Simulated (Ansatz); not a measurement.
## Al2Ru: zone-centre modes under pressure

Al2Ru, I4/mmm, a = 3.102 Å, c = 8.342 Å. The structure is a Materials Project entry; whether it is the stable form wasn't checked. Ansatz: LDA, PAW, 420 eV, Γ-centred 18×18×18 mesh on 3 atoms, Fermi-Dirac smearing 0.15 eV; no spin polarisation. Cell and atoms are relaxed at each pressure with the symmetry kept; optical modes at Γ by linear response, in cm⁻¹, matched by rank (the highest 3 distinct ones).

| P (GPa) | V (Å³/atom) | ω1 | ω2 | ω3 |
| --- | --- | --- | --- | --- |
| 0 | 13.378 | 265.1 | 332.8 | 449.4 |
| 5 | 13.042 | 277.4 | 348.6 | 464.5 |
| 15 | 12.483 | ? | ? | ? |

Get each mode's Grüneisen parameter γ = −d ln ω/d ln V from the other rows and predict the missing frequencies.

ln(V/V0) = 0.0000, -0.0254, -0.0692; a line through ln(ω/ω0) of the 2 known rows gives ω1: γ = 1.786, predicted 300.0, computed 298.9; ω2: γ = 1.826, predicted 377.6, computed 376.2; ω3: γ = 1.301, predicted 491.7, computed 491.1. The worst miss is 0.4 %, or 3 % of the shift under pressure, so a constant γ serves at that level. In a metal these frequencies hang on the mesh and smearing.

The mesh isn't the same in all rows (18×18×18, 20×20×20).